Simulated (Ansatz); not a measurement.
B2Ru:
Space group Pmmn, origin choice 1 (No. 59); a = 2.868 Å, b = 4.643 Å, c = 4.039 Å, α = 90.00°, β = 90.00°, γ = 90.00°

```
atom  site  symmetry       x       y       z
----  ----  --------  ------  ------  ------
B       4e       m..  0.0000  0.1960  0.3625
Ru      2a       mm2  0.0000  0.0000  0.8466
```

Relaxed at zero pressure with r²SCAN (plane waves, PAW; program Ansatz).

**Question.** The volume is raised by 9 % and shape and atoms relax at that volume. What pressure results, and how do the axes share the change?

**Answer.** -20.9 GPa; a 3.7 %, b 2.7 %, c 2.3 %; the energy rises by 57 meV/atom.

**Question.** Give the new structure.

**Answer.** 
Space group Pmmn, origin choice 1 (No. 59); a = 2.9750 Å, b = 4.7689 Å, c = 4.1316 Å, α = β = γ = 90.00°

```json
[
 {"atom": "B", "site": "4e", "symmetry": "m..", "x": "0.0000", "y": "0.1972", "z": "0.3624"},
 {"atom": "Ru", "site": "2a", "symmetry": "mm2", "x": "0.0000", "y": "0.0000", "z": "0.8404"}
]
```

The phase is kept; no other phase was compared at this pressure.

The workflow started from an entry of the Crystallography Open Database (COD). Whether it is the stable phase at ambient conditions was not checked. The cell was relaxed with r²SCAN under the symmetry of its start; whether a distortion lowers the energy is not shown. No spin polarisation was allowed.

Potentials: the later of the program's two PAW sets.
